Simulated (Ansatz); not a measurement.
Al (dhcp (α-La type), P6_3/mmc) under volume change, r²SCAN+D4 in the plane-wave PAW code Ansatz, shape and atoms relaxed at each volume.

```
V (Å³/atom)  E − E(relaxed) (meV/atom)     P (GPa)
-----------  -------------------------  ----------
14.369                            44.0       10.77
14.843                      (withheld)  (withheld)
15.316                             4.4        3.04
15.790                             0.0        0.00
16.264                             3.9       -2.60
16.737                      (withheld)  (withheld)
17.211                            32.1       -6.69
```

Complete the blanks.


- 16.737, E − E(relaxed) (meV/atom): 15.0
- 16.737, P (GPa): -4.81
- 14.843, E − E(relaxed) (meV/atom): 18.5
- 14.843, P (GPa): 6.59

What does a third-order Birch–Murnaghan fit give for V₀, B₀ and B′?

V₀ = 15.79 Å³/atom, B₀ = 93.4 GPa, B′ = 4.3.

The workflow started from a Materials Project entry (that database holds measured and hypothetical structures alike); the Crystallography Open Database copy checked does not list it. It is not the phase usual at ambient conditions (space group No. 225). The cell was relaxed with r²SCAN+D4 under the symmetry of its start; its stability against distortions is not shown here. The pairwise dispersion correction was not fitted to metals.

Potentials: the later of the program's two PAW sets.
